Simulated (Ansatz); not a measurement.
**CdI2, first-principles data**

CdI2:
```yaml
crystal:
  lattice:
    - [4.16416, 0.00000, 0.00000]
    - [-2.08208, 3.60627, 0.00000]
    - [0.00000, 0.00000, 19.99525]
  atoms:
    - { symbol: Cd, position: [0.66667, 0.33333, 0.33275] }
    - { symbol: Cd, position: [0.33333, 0.66667, 0.66725] }
    - { symbol: Cd, position: [0.00000, 0.00000, 0.00000] }
    - { symbol: I, position: [0.33333, 0.66667, 0.08458] }
    - { symbol: I, position: [0.66667, 0.33333, 0.91542] }
    - { symbol: I, position: [0.33333, 0.66667, 0.41728] }
    - { symbol: I, position: [0.66667, 0.33333, 0.58272] }
    - { symbol: I, position: [0.00000, 0.00000, 0.24818] }
    - { symbol: I, position: [0.00000, 0.00000, 0.75182] }
```

Space group P-3m1 (No. 164); conventional cell a = b = 4.1642 Å, c = 19.9952 Å, α = β = 90.00°, γ = 120.00°.

Method: plane-wave PAW LDA (Ansatz code). The cell and atoms are relaxed at this level. Other levels are named where they apply.

Cell and energy:

- Volume per atom: 33.36 Å³
- Density: 6.08 g/cm³
- Formation energy from the elements (no fitted shifts): -0.54 eV/atom

Electronic structure:

- Band gap: 2.00 eV (indirect)
- Valence-band maximum: off the standard path, at k = (-0.125, 0.000, 0.208) in fractions of the reciprocal vectors
- Conduction-band minimum: at M (3 equivalent valleys)
- Smallest direct gap on the standard path: 2.15 eV
- Electron effective mass: 0.31, 0.53, 4.1 mₑ (principal values)
- Hole effective mass: 0.30, 1.7, 4.5 mₑ (principal values)

Mechanics:

* **Bulk modulus (Birch–Murnaghan fit)**: 18.0 GPa
* **Pressure derivative B′**: 11.4
* **Elastic constants (relaxed ions, GPa)**: C11 = 48.2, C12 = 18.4, C13 = 10.2, C14 = 0.4, C33 = 24.1, C44 = 6.5
* **Mechanical stability**: stable (all eigenvalues of C positive)
* **Hill bulk and shear moduli**: 20.5 and 10.2 GPa
* **Young's modulus**: 26.2 GPa
* **Poisson's ratio**: 0.29
* **Debye temperature from the elastic constants**: 133 K

Phonons:

* **Highest zone-centre frequency (without LO–TO term)**: 18.6 meV
* **Zone-centre stability**: no imaginary mode at Γ
* **Dynamical stability on the path**: stable (no imaginary branch)
* **Zero-point energy**: 15.1 meV/atom
* **Vibrational entropy at 300 K**: 51.4 J/(K·mol of atoms)

The first step of the workflow began from a Materials Project structure, measured or hypothetical; the Crystallography Open Database files this formula in space group No. 164, but the cells were not matched. Whether it is the stable phase at ambient conditions was not checked. Symmetry was held in the LDA relaxation. A crystal of weakly bound layers computed without a dispersion correction: the cell and the soft elastic constants depend strongly on that. The references are the lowest solids computed at this level, not always the standard phases. Spin–orbit coupling is left out wherever it is not named.

Potentials: the later of the program's two PAW sets.
